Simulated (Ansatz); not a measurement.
In the program Ansatz at the PBE level (PAW), La in the diamond structure (Fd-3m) relaxes to a = 6.678 Å. La has 4 nearest neighbours from 2.89 Å (tetrahedral).

Electronic character: metallic (no gap). Gap from PBE with spin–orbit coupling: none (metallic).

An equation-of-state fit gives a bulk modulus of 43.9 GPa.

The start of the workflow was typed in or built on a structure type; neither database checked (COD, Materials Project) lists it. It is not the phase usual at ambient conditions (space group No. 194). The cell was relaxed with PBE under the symmetry of its start; its stability against distortions is not shown here. The volume moved by -37 % from the start of the relaxation. Spin–orbit coupling is left out wherever it is not named.

Potentials: the earlier of the program's two PAW sets.
